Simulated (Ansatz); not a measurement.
LaGaNi4:
```cif
data_GaLaNi4
_chemical_formula_sum 'La1 Ga1 Ni4'
_space_group_name_H-M_alt 'P 1'
_space_group_IT_number 1
_cell_length_a 5.14840
_cell_length_b 5.14840
_cell_length_c 3.84484
_cell_angle_alpha 90.000
_cell_angle_beta 90.000
_cell_angle_gamma 120.000
loop_
_space_group_symop_operation_xyz
  'x, y, z'
loop_
_atom_site_label
_atom_site_type_symbol
_atom_site_fract_x
_atom_site_fract_y
_atom_site_fract_z
_atom_site_occupancy
La1 La 0.00000 0.00000 0.00000 1
Ga1 Ga 0.33333 0.66667 0.00000 1
Ni1 Ni 0.66667 0.33333 0.00000 1
Ni2 Ni 0.99353 0.49677 0.50000 1
Ni3 Ni 0.50323 0.00647 0.50000 1
Ni4 Ni 0.50323 0.49677 0.50000 1
```

This is the r²SCAN-relaxed structure.

### Question
All from DFT-r²SCAN in the program Ansatz with PAW potentials, unless another level is named. Estimate the density of states at the Fermi level.

### Answer
0.60 states/eV per atom (mean over ±0.08 eV).

### Question
What about the formation energy from the elements (no fitted shifts)?

### Answer
-0.37 eV/atom.

Space group P-6m2. The first step of the workflow began from a Materials Project structure, measured or hypothetical; the Crystallography Open Database copy checked does not list it. With Ga and Ni taken as one species the cell has the higher symmetry P6/mmm, so it may be an ordered model of a mixed-site phase. Its standing as an ambient phase is unchecked. The cell was relaxed with r²SCAN under the symmetry of its start; whether a distortion lowers the energy is not shown. The run is not spin-polarised. The references are the lowest solids computed at this level, not always the standard phases. Scalar-relativistic: spin–orbit coupling is off unless named, which matters more the heavier the elements.

Potentials: the later of the program's two PAW sets.
